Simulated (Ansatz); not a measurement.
Input and command of a calculation in Ansatz (plane waves; scalar-relativistic PAW potentials unless the input names others):

```yaml
crystal:
  lattice:
    - [6.345205457, 0.0, 0.0]
    - [0.0, 6.345205457, 0.0]
    - [0.0, 0.0, 5.9751170977]
  atoms:
    - { symbol: Na, position: [0.0, 0.0, 0.0] }
    - { symbol: Na, position: [0.5, 0.5, 0.5] }
    - { symbol: Bi, position: [0.3430690388, 0.3430690388, 0.0] }
    - { symbol: Bi, position: [0.1569309612, 0.8430690388, 0.5] }
    - { symbol: Bi, position: [0.6569309612, 0.6569309612, 0.0] }
    - { symbol: Bi, position: [0.8430690388, 0.1569309612, 0.5] }
kpoints:
  mp_grid: { grid: [6, 6, 6] }
hamiltonian:
  xc: lda
scf:
  occupations: { method: gaussian, width: 0.1 }
  algorithm: density_mixing
output:
  forces: true
  eigenvalues: true
  stress: true
accuracy: medium
```

```bash
ansatz run input.yaml --threads 1 --pin off --max-ram 2560MiB --backend cpu --events-out ev --progress --plain --runs-dir out
```

Abridged log:
```
Basis set: ecut = 420 eV, 4679 PW (Γ)
Bands: 47, of which v1, the nominal top of the filled ones, is band 39 counted from 1 (38 counted from 0)
Symmetry: 16 space group operations
k-points: 40 of 216
SCF iter   1: F=—  HF=-51274.503248 eV  |F-HF|=—  |Δ(HF+E_count)|=         —  Δρ=4.41e-3  dr2=3.59e-2  ethr=1.77e-3  ⟨swp⟩=8.6  Hψ=7909  notcnv=0  defer=1
SCF iter   2: F=—  HF=-51274.491880 eV  |F-HF|=—  |Δ(HF+E_count)|=   1.14e-2  Δρ=1.75e-3  dr2=1.05e-2  ethr=4.60e-5  ⟨swp⟩=2.0  Hψ=3092  notcnv=0  defer=1
SCF iter   3: F=—  HF=-51274.489578 eV  |F-HF|=—  |Δ(HF+E_count)|=   2.30e-3  Δρ=5.76e-4  dr2=2.33e-3  ethr=1.35e-5  ⟨swp⟩=2.4  Hψ=3393  notcnv=0  defer=1
SCF iter   4: F=—  HF=-51274.489132 eV  |F-HF|=—  |Δ(HF+E_count)|=   4.46e-4  Δρ=1.98e-4  dr2=2.52e-4  ethr=2.99e-6  ⟨swp⟩=2.0  Hψ=2085  notcnv=0  defer=1
SCF iter   5: F=—  HF=-51274.489105 eV  |F-HF|=—  |Δ(HF+E_count)|=   2.78e-5  Δρ=6.07e-5  dr2=1.85e-5  ethr=3.23e-7  ⟨swp⟩=2.0  Hψ=2169  notcnv=0  defer=1
SCF iter   6: F=—  HF=-51274.489021 eV  |F-HF|=—  |Δ(HF+E_count)|=   8.40e-5  Δρ=2.00e-5  dr2=2.22e-6  ethr=2.37e-8  ⟨swp⟩=2.2  Hψ=3410  notcnv=0  defer=1
SCF iter   7: F=—  HF=-51274.489020 eV  |F-HF|=—  |Δ(HF+E_count)|=   4.42e-7  Δρ=6.19e-6  dr2=1.92e-7  ethr=2.85e-9  ⟨swp⟩=2.6  Hψ=2774  notcnv=0  defer=1
SCF iter   8: F=-51274.489020 eV  HF=-51274.489020 eV  |F-HF|=4.87e-9  |Δ(HF+E_count)|=   6.10e-8  Δρ=1.83e-6  dr2=1.48e-8  ethr=1.28e-10  ⟨swp⟩=12.0  Hψ=8968  notcnv=0
SCF 1 converged in 8 iterations: F = -51274.489020 eV  dr2 = 1.48e-8
SCF converged after 8 iterations
Free energy (F): -51274.489020 eV
Harris-Foulkes:  -51274.489020 eV  (|F-HF|=4.87e-9)
Internal energy: -51274.463679 eV  (E = F + TS)
E sigma→0 (E₀):  -51274.476349 eV
Entropy (-TS):   -0.025341 eV (-4.224 meV/atom)
Fermi energy:    5.251714 eV
--- Forces (eV/Å), atoms counted from 1 ---
  atom   1  Na     0.00000000     0.00000000     0.00000000
  atom   2  Na     0.00000000     0.00000000     0.00000000
  atom   3  Bi     0.20606326     0.20606326     0.00000000
  atom   4  Bi    -0.20606326     0.20606326     0.00000000
  atom   5  Bi    -0.20606326    -0.20606326     0.00000000
  atom   6  Bi     0.20606326    -0.20606326     0.00000000
--- Stress (GPa, compression-positive) ---
       -2.101770       0.000000       0.000000
        0.000000      -2.101770       0.000000
        0.000000       0.000000      -1.831792
  P = ⅓ Tr σ = -2.0118 GPa (-20.118 kbar)
```

Apart from outputs, empty bands and the relaxation, which only the reference makes, the input differs from a reference run on usual settings in hamiltonian.xc: "pbe" → "lda"; scf.algorithm: not typed → "density_mixing"; accuracy: not typed → "medium"; basis.ecutwfc: 420 → not typed. The reference, at the same geometry, ended its own course with pressure 0.00 GPa, largest force 0.000 eV/Å, no gap on the mesh. This run converged in 8 SCF iterations with a total energy on another zero, pressure -2.01 GPa, largest force 0.291 eV/Å, no gap on the mesh.

Time: 19 s on 1 thread of Arm Neoverse V2, on a shared host, peak memory 0.57 GiB.